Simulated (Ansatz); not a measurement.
Relaxed-ion elastic tensor of MgH₂ (rutile, P4_2/mnm) in GPa (Voigt order), DFT-PBE in the program Ansatz with PAW potentials; density 1.42 g/cm³, 10.25 Å³ per atom.

```
69.8  36.0  29.1   0.0   0.0   0.0
36.0  69.8  29.1   0.0   0.0   0.0
29.1  29.1   131   0.0   0.0   0.0
 0.0   0.0   0.0  36.0   0.0   0.0
 0.0   0.0   0.0   0.0  36.0   0.0
 0.0   0.0   0.0   0.0   0.0  50.7
```

Task: Is the crystal mechanically stable?

Result: Yes: the smallest eigenvalue of C is 33.9 GPa.

Task: Work out the Voigt, Reuss and Hill averages.

Result: K_V = 51.0, K_R = 48.4, K_H = 49.7; G_V = 36.3, G_R = 31.4, G_H = 33.8 GPa.

Task: Give Young's modulus, Poisson's ratio, Pugh's ratio and the universal anisotropy index.

Result: E = 9KG/(3K + G) = 82.7 GPa; ν = 0.22; K/G = 1.47 (brittle by the Pugh limit of 1.75); A_U = 5G_V/G_R + K_V/K_R − 6 = 0.84.

Task: Estimate the sound speeds and the Debye temperature.

Result: v_l = √((K + 4G/3)/ρ) = 8170 m/s, v_t = √(G/ρ) = 4880 m/s, mean 5400 m/s; Θ = (h/k)(3n/4πV)^(1/3) v_m = 740 K.

Task: Solve the Christoffel equation for the three sound speeds along x, y, z.

Result: Eigenvalues of C_ijkl n_j n_l equal ρv². In km/s, slowest first: x 5.03, 5.97, 7.01; y 5.03, 5.97, 7.01; z 5.03, 5.03, 9.60.

Task: How much does each axis shrink under pressure?

Result: Linear compressibilities β_i = Σ_j S_ij (j = 1 to 3): x 8.4, y 8.4, z 3.9 per TPa.

The cell was relaxed with PBE under the symmetry of its start; phonons on a q-mesh show no instability.

Potentials: the later of the program's two PAW sets.
